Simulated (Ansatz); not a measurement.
## Zn$_{2}$Cd$_{2}$S$_{5}$: reading a single point

```
CELL_PARAMETERS angstrom
3.84626 0.00000 0.00000
-1.92313 3.33096 0.00000
-1.92313 1.11032 15.40835
ATOMIC_POSITIONS crystal
S 0.60700 0.39300 0.82100
S 0.46900 0.53100 0.40700
S 0.74400 0.25600 0.23200
S 0.00500 0.99500 0.01500
S 0.86800 0.13200 0.60400
Cd 0.10600 0.89400 0.31800
Cd 0.92100 0.07900 0.76300
Zn 0.69100 0.30900 0.07300
Zn 0.52100 0.47900 0.56300
```

Single point in Ansatz 0.2.0 with r2SCAN, no spin polarisation. Cutoff 500 eV, PAW datasets, 8×8×8 Γ-centred k mesh, fermi-dirac filling (width 0.1 eV).

(1) Is the cell too large or too small?

(2) How is the charge shared?

(3) What is the formation energy?

(4) Which atom feels the largest force, and which way?

(5) Metal or insulator?

(6) Describe some of the short contacts.

Origin: a known structure type with other elements, at an estimated volume, so it need not be a known compound. Caveats: many states at the Fermi level without spin polarisation, so a magnetic state may lie lower.

Answers

(1) The pressure is 1.8 GPa (compression positive), so with the atoms held at these fractions the cell would first expand; the forces are large, so a full relaxation may end otherwise. The principal stresses 1.0, 2.2, 2.2 GPa differ, so its shape would change too.

(2) Bader charges in e: Zn +0.96, Cd +0.89 to +1.00, S -0.91 to -0.70. In the mean Zn gives up most and S takes most.

(3) -0.46 eV an atom against the elements' usual phases (free molecules for gases, crystals otherwise, with no correction for O₂ or N₂), so it is bound against them; other compounds may still compete. Relaxing would lower it.

(4) The largest is on S3: 1.35 eV/Å, components (0.00, 0.00, -1.35). It makes 0° with the line to a nearest neighbour, Zn8 at 2.45 Å, pointing towards it.

(5) It is a metal, with about 7 states/eV a cell as the mean within 0.25 eV of the Fermi level, mostly S p (92 %).

(6) S–Zn at 2.31 Å: least valence density 0.50 e/Å³ and ELF 0.34 there. S–Cd at 2.39 Å: least valence density 0.53 e/Å³ and ELF 0.32 there. Both are smooth PAW fields, read partly inside the augmentation spheres.
